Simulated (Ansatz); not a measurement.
Pb, simple cubic: geometry optimisation

Computed with Ansatz, DFT, BLYP, plane waves (420 eV) with PAW, scalar-relativistic. (PAW data from PBE, frozen cores regenerated.)

k-point mesh 10×10×10, Fermi-Dirac smearing 0.1 eV, no spin polarisation. Cell and atoms relax.

Starting structure:

```yaml
crystal:
  lattice:
    - [3.1996586799, 0.0, 0.0]
    - [0.0, 3.1996586799, 0.0]
    - [0.0, 0.0, 3.1996586799]
  atoms:
    - { symbol: Pb, position: [0.0, 0.0, 0.0] }
hamiltonian:
  xc: blyp
  pseudopotentials:
    kind: paw
    azcp:
      Pb: "pseudopotentials/Pb.paw.azcp"
basis:
  ecutwfc: 420
  fft_grid_basis: typed
kpoints:
  mp_grid: { grid: [10, 10, 10], shift: [0, 0, 0] }
magnetization:
  spin_polarized: false
scf:
  occupations: { method: fermi_dirac, width: 0.1 }
relax:
  max_steps: 60
  f_tol: 0.01
  cell: {}
```

**Question.** The pressure at the start is 5.1 GPa. By how much does the volume change?

**Answer.** From 32.76 to 37.42 Å³ per atom, 14.2 %. The final cell has a = 3.345 Å.

**Question.** How much energy does the relaxation gain?

**Answer.** 64.5 meV per atom.
